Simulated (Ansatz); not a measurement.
LaFeAsO:
```cif
data_As2Fe2La2O2
_chemical_formula_sum 'La2 Fe2 As2 O2'
_space_group_name_H-M_alt 'P 1'
_space_group_IT_number 1
_cell_length_a 3.96488
_cell_length_b 3.96488
_cell_length_c 8.48208
_cell_angle_alpha 90.000
_cell_angle_beta 90.000
_cell_angle_gamma 90.000
loop_
_space_group_symop_operation_xyz
  'x, y, z'
loop_
_atom_site_label
_atom_site_type_symbol
_atom_site_fract_x
_atom_site_fract_y
_atom_site_fract_z
_atom_site_occupancy
La1 La 0.00000 0.50000 0.14687 1
La2 La 0.50000 0.00000 0.85313 1
Fe1 Fe 0.50000 0.50000 0.50000 1
Fe2 Fe 0.00000 0.00000 0.50000 1
As1 As 0.00000 0.50000 0.63905 1
As2 As 0.50000 0.00000 0.36095 1
O1 O 0.50000 0.50000 0.00000 1
O2 O 0.00000 0.00000 0.00000 1
```

Relaxed with PBEsol.

**Question.** Which orbitals make up the states near the Fermi level in PBEsol (plane waves, PAW; program Ansatz)?

**Answer.** Within 0.5 eV of the Fermi level: Fe 3d 82 %, As 4p 7 %. Projections are on Löwdin-orthogonalised atomic valence shells; empty p or d shells of many metals are not among them.

**Question.** Tabulate the density of states.

**Answer.** States/eV per cell of 8 atoms, in 0.25 eV bins, energy from the Fermi level.

```csv
E (eV),total,La 4f,Fe 3d,O 2p
-7.85,0.00,0.00,0.00,0.00
-7.60,0.00,0.00,0.00,0.00
-7.35,0.00,0.00,0.00,0.00
-7.10,0.00,0.00,0.00,0.00
-6.85,0.00,0.00,0.00,0.00
-6.60,0.00,0.00,0.00,0.00
-6.35,0.00,0.00,0.00,0.00
-6.10,0.00,0.00,0.00,0.00
-5.85,0.00,0.00,0.00,0.00
-5.60,0.00,0.00,0.00,0.00
-5.35,2.30,0.01,0.32,0.27
-5.10,3.55,0.02,0.42,0.60
-4.85,4.97,0.04,0.42,0.99
-4.60,5.80,0.06,0.44,2.08
-4.35,10.14,0.12,0.60,5.04
-4.10,10.68,0.19,0.71,5.78
-3.85,6.37,0.16,0.50,3.46
-3.60,6.35,0.16,0.84,2.87
-3.35,6.88,0.16,1.30,2.44
-3.10,12.44,0.24,3.14,3.01
-2.85,11.03,0.27,2.93,3.10
-2.60,12.09,0.36,3.05,4.29
-2.35,3.46,0.11,0.68,1.48
-2.10,1.43,0.00,1.31,0.02
-1.85,1.98,0.01,1.83,0.02
-1.60,3.57,0.01,3.15,0.06
-1.35,3.69,0.02,3.16,0.06
-1.10,3.71,0.03,3.08,0.07
-0.85,6.28,0.06,5.41,0.08
-0.60,11.09,0.12,9.75,0.11
-0.35,10.48,0.10,9.17,0.09
-0.10,6.13,0.08,4.86,0.07
0.15,1.86,0.04,1.29,0.04
0.40,1.55,0.06,0.86,0.04
0.65,2.25,0.12,1.25,0.06
0.90,6.23,0.23,4.24,0.08
1.15,6.41,0.48,3.31,0.11
1.40,5.31,0.52,2.17,0.13
1.65,4.66,0.60,1.72,0.09
1.90,1.47,0.24,0.48,0.02
2.15,0.89,0.18,0.26,0.01
2.40,0.94,0.32,0.21,0.01
2.65,4.27,2.46,0.37,0.06
2.90,12.44,9.83,0.41,0.08
3.15,30.13,26.08,0.63,0.17
3.40,36.87,32.30,0.69,0.25
```

Space group P4/nmm. The first step of the workflow began from a Materials Project structure, measured or hypothetical; the Crystallography Open Database files this formula in space group No. 129, but the cells were not matched. Whether it is the stable phase at ambient conditions was not checked. Symmetry was held in the PBEsol relaxation; its stability against distortions is not shown here. The workflow began spin-polarised and lost its moments. No Hubbard U is applied. The compound may be a true metal, but semilocal functionals without U, or a wrong spin order, can also close a gap. Spin–orbit coupling is left out wherever it is not named.

Potentials: the later of the program's two PAW sets.
